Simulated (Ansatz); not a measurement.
Sc2GeB2:
```xyz
5
Lattice="3.1500 0.0000 0.0000 -1.5750 2.7280 0.0000 0.0000 0.0000 7.8163" Properties=species:S:1:pos:R:3 pbc="T T T"
Sc     0.0000     1.8186     5.6028
Sc     0.0000     1.8186     2.2135
Ge     0.0000     0.0000     0.0000
B      0.0000     0.0000     3.9082
B      1.5750     0.9093     3.9082
```

Relaxed with PBEsol. Special points in fractions of this cell's reciprocal vectors: Γ (0.000, 0.000, 0.000); M (0.500, 0.000, 0.000); K (0.333, 0.333, 0.000); A (0.000, 0.000, 0.500); L (0.500, 0.000, 0.500); H (0.333, 0.333, 0.500).

### Question
List the band energies nearest the Fermi level at these points for PBEsol (plane waves, PAW; program Ansatz).

### Answer
In eV from the Fermi level; about four levels below and three above (degenerate sets whole), none deeper than 8.9 eV; points with the same levels are listed once.

```
k                    below                above
-  -----------------------  -------------------
Γ  -1.74 -0.88 -0.80 -0.80  2.13 2.13 2.18 2.18
M  -2.22 -1.92 -0.73 -0.40       2.45 3.04 3.10
K  -2.20 -1.61 -1.35 -0.80       1.05 2.38 2.60
A  -4.64 -3.51 -0.78 -0.78       0.35 2.03 2.03
L  -1.90 -1.44 -1.34 -0.18       1.89 2.54 3.80
H  -2.40 -1.34 -1.33 -1.24       0.73 3.21 3.41
```

Space group P-6m2. The start of the workflow was typed in or built on a structure type; neither database checked (COD, Materials Project) lists it. Whether it is the stable phase at ambient conditions was not checked. Symmetry was held in the PBEsol relaxation; whether a distortion lowers the energy is not shown. No spin polarisation was allowed. Scalar-relativistic: spin–orbit coupling is off unless named, which matters more the heavier the elements.

Potentials: the earlier of the program's two PAW sets. The files were generated under PBE; for other functionals the program regenerates the frozen cores, and for LDA and PBEsol the local potential too.
